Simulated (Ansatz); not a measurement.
HfO2:
```
CELL_PARAMETERS angstrom
      5.24721     0.00000     0.00000
      0.00000     5.03079     0.00000
      0.00000     0.00000     5.05975
ATOMIC_POSITIONS crystal
  Hf 0.03245 0.26701 0.24110
  Hf 0.96755 0.73299 0.74110
  Hf 0.46755 0.26701 0.74110
  Hf 0.53245 0.73299 0.24110
  O  0.36707 0.06999 0.38075
  O  0.63293 0.93001 0.88075
  O  0.13293 0.06999 0.88075
  O  0.86707 0.93001 0.38075
  O  0.73212 0.46114 0.49115
  O  0.26788 0.53886 0.99115
  O  0.76788 0.46114 0.99115
  O  0.23212 0.53886 0.49115
```

r²SCAN in the plane-wave PAW code Ansatz gives a gap of 4.94 eV without spin–orbit coupling, maximum at Γ, minimum off the standard path, at k = (0.266, -0.500, 0.359).

### Question
What happens when spin–orbit coupling is switched on?

### Answer
The gap falls by 0.05 eV, to 4.89 eV; maximum on the Y–Γ line, 96 % of the way from Y, minimum off the standard path, at k = (0.255, 0.432, 0.370).

Space group Pca2_1. The cell was relaxed with r²SCAN under the symmetry of its start. The run is not spin-polarised.

Potentials: the earlier of the program's two PAW sets.
